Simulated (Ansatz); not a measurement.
# Two states of Gd$_{3}$Ta

```
CELL_PARAMETERS angstrom
0.00000 4.31876 0.00000
4.31876 0.00000 0.00000
2.15938 2.15938 -4.95133
ATOMIC_POSITIONS crystal
Ta 0.00000 0.00000 0.00000
Gd 0.75000 0.25000 0.50000
Gd 0.25000 0.75000 0.50000
Gd 0.50000 0.50000 0.00000
```

Single point in Ansatz 0.2.0 with PBE. Cutoff 420 eV, PAW datasets, 6×6×6 Γ-centred k mesh, fermi-dirac filling (width 0.0208 eV).

State A: Gd2 up, Gd3 down, Gd4 up (collinear spin). State B: Gd2 up, Gd3 up, Gd4 down (collinear spin).

Compare the two self-consistent states.

State B is lower by 6.8 meV an atom at zero smearing. So small a gap isn't resolved on this mesh where a state is a metal.

| state | free energy (meV/atom) | largest moment in a small sphere (μB) | net moment (μB/cell) | gap on mesh (eV) | pressure (GPa) | largest force (eV/Å) |
| --- | --- | --- | --- | --- | --- | --- |
| A | 7.1 | 7.02 | 6.91 | metal | 10.5 | 0.00 |
| B | 0.0 | 7.10 | 6.62 | metal | 10.5 | 0.00 |

Origin: a known structure type with other elements, at an estimated volume, so it need not be a known compound. Caveats: atoms or cell far from equilibrium; f shells without a U or exact exchange are poorly placed.
